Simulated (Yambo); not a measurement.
```
CELL_PARAMETERS angstrom
      4.39239     0.00000     0.00000
      0.00000     4.39239     0.00000
      0.00000     0.00000     6.21913
ATOMIC_POSITIONS crystal
  Ag 0.00000 0.00000 0.00000
  Ag 0.50000 0.50000 0.00000
  I  0.00000 0.50000 0.69967
  I  0.50000 0.00000 0.30033
```

AgI (space group P4/nmm, No. 129): mean Im ε in 1 eV windows above the direct gap of 2.04 eV, for different electron-hole kernels (Yambo, broadening 0.15 eV, PBEsol (pw.x of Quantum ESPRESSO, ONCV potentials, scalar-relativistic) bands; 4×4×4 mesh, 16 valence and 7 conduction bands, static screening with 74 bands and a 4 Ry block, scissor 0.93 eV, Tamm-Dancoff; field along x).

```json
[
 {"window (eV)": "2.0 to 3.0", "independent quasiparticles": "1.8", "RPA (no attraction)": "1.8", "BSE": "2.6"},
 {"window (eV)": "3.0 to 4.0", "independent quasiparticles": "3.6", "RPA (no attraction)": "3.4", "BSE": "4.1"},
 {"window (eV)": "4.0 to 5.0", "independent quasiparticles": "3.1", "RPA (no attraction)": "2.9", "BSE": "4.8"},
 {"window (eV)": "5.0 to 6.0", "independent quasiparticles": "5.0", "RPA (no attraction)": "4.3", "BSE": "8.2"},
 {"window (eV)": "6.0 to 7.0", "independent quasiparticles": "9.7", "RPA (no attraction)": "7.0", "BSE": "9.7"},
 {"window (eV)": "7.0 to 8.0", "independent quasiparticles": "9.2", "RPA (no attraction)": "7.9", "BSE": "4.4"}
]
```

This run doesn't resolve bound excitons or single peaks, so only averages are given, and they too depend on the mesh; weight that the attraction moves below the gap isn't listed. All transitions below 9.15 eV are in the band window. The scissor comes from a G0W0 run whose convergence isn't established.

Without spin-orbit coupling, band edges of such heavy elements can be off by tenths of an eV.

Geometry relaxed with PBE+D3(BJ).

This is not the ordinary phase of the substance; no match was found in the copy of COD used, and its stability was not checked.
